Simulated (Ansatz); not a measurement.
Cs2YAgCl6:
```yaml
crystal:
  lattice:
    - [0.00000, 5.40378, 5.40378]
    - [5.40378, 0.00000, 5.40378]
    - [5.40378, 5.40378, 0.00000]
  atoms:
    - { symbol: Cs, position: [0.75000, 0.75000, 0.75000] }
    - { symbol: Cs, position: [0.25000, 0.25000, 0.25000] }
    - { symbol: Y, position: [0.50000, 0.50000, 0.50000] }
    - { symbol: Ag, position: [0.00000, 0.00000, 0.00000] }
    - { symbol: Cl, position: [0.74331, 0.25669, 0.25669] }
    - { symbol: Cl, position: [0.25669, 0.74331, 0.74331] }
    - { symbol: Cl, position: [0.25669, 0.74331, 0.25669] }
    - { symbol: Cl, position: [0.74331, 0.25669, 0.74331] }
    - { symbol: Cl, position: [0.25669, 0.25669, 0.74331] }
    - { symbol: Cl, position: [0.74331, 0.74331, 0.25669] }
```

Relaxed with HSE06.

Q: Give the Bader charges and basin volumes of the independent atoms, the program Ansatz at the HSE06 level (PAW).

A: 

```json
[
 {"atom": "Cs1", "Bader charge (e)": "+0.90", "Bader volume (Å³)": "39.9"},
 {"atom": "Y3", "Bader charge (e)": "+2.18", "Bader volume (Å³)": "13.7"},
 {"atom": "Ag4", "Bader charge (e)": "+0.66", "Bader volume (Å³)": "19.8"},
 {"atom": "Cl5", "Bader charge (e)": "-0.77", "Bader volume (Å³)": "33.4"}
]
```

Space group Fm-3m. The first step of the workflow began from a Materials Project structure, measured or hypothetical; the Crystallography Open Database copy checked does not list it. Its standing as an ambient phase is unchecked. The HSE06 relaxation kept the symmetry of its start; its stability against distortions is not shown here. The run is not spin-polarised. Spin–orbit coupling is left out wherever it is not named.

Potentials: the later of the program's two PAW sets.
